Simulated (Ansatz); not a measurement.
Relaxed-ion elastic tensor of SnS$_{2}$ (CdI2 type, space group No. 164) in GPa (Voigt order), LDA in the plane-wave PAW code Ansatz; density 4.66 g/cm³, 21.71 Å³ per atom.

```
 134  37.1  16.7  -1.0   0.0   0.0
37.1   134  16.7   1.0   0.0   0.0
16.7  16.7  29.7   0.0   0.0   0.0
-1.0   1.0   0.0  11.5   0.0   0.0
 0.0   0.0   0.0   0.0  11.5  -1.0
 0.0   0.0   0.0   0.0  -1.0  48.3
```

Task: Is the crystal mechanically stable?

Result: Yes: the smallest eigenvalue of C is 11.5 GPa.

Task: Work out the Voigt, Reuss and Hill averages.

Result: K_V = 48.7, K_R = 27.7, K_H = 38.2; G_V = 29.4, G_R = 17.9, G_H = 23.6 GPa.

Task: Give Young's modulus, Poisson's ratio, Pugh's ratio and the universal anisotropy index.

Result: E = 9KG/(3K + G) = 58.7 GPa; ν = 0.24; K/G = 1.62 (brittle by the Pugh limit of 1.75); A_U = 5G_V/G_R + K_V/K_R − 6 = 3.99.

Task: Estimate the sound speeds and the Debye temperature.

Result: v_l = √((K + 4G/3)/ρ) = 3870 m/s, v_t = √(G/ρ) = 2250 m/s, mean 2500 m/s; Θ = (h/k)(3n/4πV)^(1/3) v_m = 266 K.

Task: Solve the Christoffel equation for the three sound speeds along x, y, z.

Result: Eigenvalues of C_ijkl n_j n_l equal ρv². In km/s, slowest first: x 1.57, 3.22, 5.36; y 1.57, 3.22, 5.36; z 1.57, 1.57, 2.53.

Task: How much does each axis shrink under pressure?

Result: Linear compressibilities β_i = Σ_j S_ij (j = 1 to 3): x 2.9, y 2.9, z 30 per TPa.

Space group P-3m1 (CdI2 type). The cell was relaxed with LDA under the symmetry of its start. A crystal of weakly bound layers computed without a dispersion correction: the cell and the soft elastic constants depend strongly on that. Spin–orbit coupling is left out wherever it is not named.

Potentials: the later of the program's two PAW sets.
